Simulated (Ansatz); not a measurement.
## Relaxing a structure of CdSe

The start is a generated trial cell of CdSe in the wurtzite structure type. Cell shape, volume and atoms are optimised at zero target pressure with PBEsol (plane waves to 420 eV, PAW, scalar-relativistic; Ansatz, a program for electronic structure). The first steps use a coarse 6×6×4 k-mesh.

The start:
```
CdSe
1.0
    4.35979     0.00000     0.00000
   -2.17989     3.77568     0.00000
    0.00000     0.00000     7.14032
Cd Se
2 2
Direct
  0.66667   0.33333   0.00000
  0.33333   0.66667   0.50000
  0.66667   0.33333   0.62520
  0.33333   0.66667   0.12520
```

```json
{
 "initial_pressure": "-2.0 GPa (negative: the cell is under tension)",
 "outcome": "The space group stays P6₃mc (No. 186) (the run could not lower it); the end is wurtzite type, with 4 atoms in the primitive cell",
 "volume_change": "-4.2 %, from 29.38 to 28.14 Å³/atom",
 "Shortest distances (start → end)": "The closest pairs of elements (up to four, under 3.6 Å), start → end: Cd–Se 2.67 → 2.63 Å",
 "band_gap_at_the_end": "0.54 eV, direct at Γ (no spin-orbit coupling)",
 "optimiser_moves": "3"
}
```

The end point of the relaxation:

Space group P6₃mc (No. 186); a = b = 4.3030 Å, c = 7.0191 Å, α = β = 90.00°, γ = 120.00°

| atom | site | symmetry | x | y | z |
|---|---|---|---|---|---|
| Cd | 2b | 3m. | 0.6667 | 0.3333 | 0.0005 |
| Se | 2b | 3m. | 0.3333 | 0.6667 | 0.1247 |

Final values are on a 9×9×5 k-mesh of the relaxed cell. No spin polarisation in the result.

The run could not lose the symmetry of its start.
